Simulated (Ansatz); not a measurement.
Here is an unrelaxed guess for MgO3.

Space group Im-3m (No. 229). a = 4.609 Å, b = 4.609 Å, c = 4.609 Å, α = 90.00°, β = 90.00°, γ = 90.00°
```
atom  site  symmetry       x       y       z
  Mg    2a      m-3m  0.0000  0.0000  0.0000
   O    6b    4/mm.m  0.5000  0.0000  0.0000
```

Level of theory: DFT PBE, scalar-relativistic, plane waves, PAW in Ansatz 0.2.0. Plane waves to 420 eV, a k mesh through Γ of 6×6×6 on the computed 4-atom cell and Gaussian smearing (0.10 eV); collinear spin from starting moments 0.0 1.0 1.0 1.0 μB.

Energies over the elements count from the elements' standard structures at the same level (O₂ as a molecule), with no fitted energy shifts.

Question: What does a single point on this coarse mesh give?

Answer: The pressure is -22.0 GPa (it wants to contract), the largest force is 0.00 eV/Å (symmetry fixes the atoms), and the energy is −0.24 eV/atom against the elements. The shortest distance is 2.30 Å.

Question: How much does it gain on relaxing, and where does it end?

Answer: Relaxing gains about 0.30 eV/atom (the start's value is from the coarse mesh, so the gain is rough) in 14 ionic steps and ends at −0.54 eV/atom on the finer mesh. The symmetry stays Im-3m (No. 229). The volume per atom shrinks by 25.9 %, from 12.2 to 9.1 Å³. The shortest distance goes from 2.30 Å (Mg–O and O–O) to 2.09 Å (Mg–O and O–O). Conventional cell: a = 4.170 Å. Mg is surrounded by 6 O at 2.09 Å; around O lie 2 Mg at 2.09 Å and 4 O at 2.09 Å.

The last run used collinear spin, a 16×16×16 mesh for its 4-atom cell and Gaussian smearing of 0.10 eV. The relaxation can't lower the symmetry of the start. A structure relaxed within its symmetry needn't be a true minimum.
